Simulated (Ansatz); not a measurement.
TiO2 (anatase)

```cif
data_O8Ti4
_chemical_formula_sum 'Ti4 O8'
_space_group_name_H-M_alt 'I41/amd :1'
_space_group_IT_number 141
_space_group_name_Hall 'I 4bw 2bw -1bw'
_cell_length_a 3.77800
_cell_length_b 3.77800
_cell_length_c 9.58868
_cell_angle_alpha 90.000
_cell_angle_beta 90.000
_cell_angle_gamma 90.000
loop_
_atom_site_label
_atom_site_type_symbol
_atom_site_symmetry_multiplicity
_atom_site_Wyckoff_symbol
_atom_site_fract_x
_atom_site_fract_y
_atom_site_fract_z
_atom_site_occupancy
Ti1 Ti 4 b 0.00000 0.00000 0.50000 1
O1 O 8 e 0.00000 0.00000 0.29278 1
```
(The calculation used a cell of 6 atoms; values per cell refer to that cell.)

The relaxed cell is deformed in two ways at once: its volume V is scaled, and at that volume it is stretched along z (the c axis of the conventional cell) so that c/a changes. Fractional atomic positions are held.

Level of theory: r2SCAN (plane waves to 500 eV, PAW, scalar-relativistic; Ansatz, an electronic-structure program). k mesh 12×12×12 (Γ-centred), Fermi-Dirac smearing 0.05 eV. Stress and pressure are positive under compression. As the atoms are clamped, bonds stretch with the cell, which overstates energies and stresses. The PAW data are Ansatz's earlier set. TiO2 is run without spin polarisation. TiO2 was relaxed with its symmetry unable to fall.

Changes of σzz (GPa) from the point V/V₀ = 1.000, (c/a)/(c/a)₀ = 1.000 when one coordinate moves alone (two changes are said to add if the coupling is within 5 % of the smaller one, nearly so within 20 %):

```
point                               change
----------------------------------  ------
V/V₀ = 1.000, (c/a)/(c/a)₀ = 0.920   20.14
V/V₀ = 1.000, (c/a)/(c/a)₀ = 0.947   11.83
V/V₀ = 1.000, (c/a)/(c/a)₀ = 0.973    5.22
V/V₀ = 0.960, (c/a)/(c/a)₀ = 1.000   10.45
V/V₀ = 0.973, (c/a)/(c/a)₀ = 1.000    6.72
V/V₀ = 0.987, (c/a)/(c/a)₀ = 1.000    3.24
V/V₀ = 1.013, (c/a)/(c/a)₀ = 1.000   -3.02
V/V₀ = 1.027, (c/a)/(c/a)₀ = 1.000   -5.85
V/V₀ = 1.040, (c/a)/(c/a)₀ = 1.000   -8.48
V/V₀ = 1.000, (c/a)/(c/a)₀ = 1.027   -4.07
V/V₀ = 1.000, (c/a)/(c/a)₀ = 1.053   -7.17
V/V₀ = 1.000, (c/a)/(c/a)₀ = 1.080   -9.45
```

Task: Do the two effects add at V/V₀ = 1.027, (c/a)/(c/a)₀ = 0.947? Give the computed change.

Result: The sum of the single changes is -5.85 + (11.83) = 5.98; the calculation gives 4.54, so the coupling contributes -1.44 (over 20 % of the smaller single change, not additive).

Task: What is the change at V/V₀ = 1.040, (c/a)/(c/a)₀ = 1.053, where both move, and how far is it from the sum?

Result: The sum of the single changes is -8.48 + (-7.17) = -15.65; the calculation gives -14.09, so the coupling contributes 1.56 (over 20 % of the smaller single change, not additive).

Task: Do the two effects add at V/V₀ = 1.027, (c/a)/(c/a)₀ = 0.973? Give the computed change.

Result: The sum of the single changes is -5.85 + (5.22) = -0.63; the calculation gives -1.29, so the coupling contributes -0.66 (under 20 % of the smaller single change, nearly additive).

(A scan under strain: stresses follow from slopes of the energy per volume, elastic moduli from its curvatures.)
